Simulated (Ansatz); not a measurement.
Values for one crystal, relaxed and computed with the program Ansatz at the r²SCAN level (PAW); other levels are named.

```yaml
volume_per_atom: 13.12 Å³
electronic_character: metallic (no gap)
Density of states at the Fermi level: 0.57 states/eV per atom (mean over ±0.08 eV)
Formation energy from the elements (no fitted shifts): -0.17 eV/atom
```

Q: Which of these materials gives this?
(A) LiRh, P-6m2 (Li on 1b, Rh on 1e)
(B) ScCu2, MoSi2 or CaC2 type
(C) LiIn, Fd-3m (Li on 8a, In on 8b)
(D) ZrFe2, cubic Laves (MgCu2 type)

A: A, LiRh, P-6m2 (Li on 1b, Rh on 1e)

The workflow started from a Materials Project entry (that database holds measured and hypothetical structures alike); the Crystallography Open Database copy checked does not list it. With Li and Rh taken as one species the cell has the higher symmetry P6_3/mmc, so it may be an ordered model of a mixed-site phase. Whether it is the stable phase at ambient conditions was not checked. Symmetry was held in the r²SCAN relaxation; its stability against distortions is not shown here. Magnetic state: ferromagnetic, the only order run, not a proven ground state. The cell computed holds one magnetic atom, so no antiferromagnetic order was within reach. Other orbital occupations within this spin state were not tried. The references are the lowest solids computed at this level, not always the standard phases. Spin–orbit coupling is left out wherever it is not named.

Potentials: the later of the program's two PAW sets.
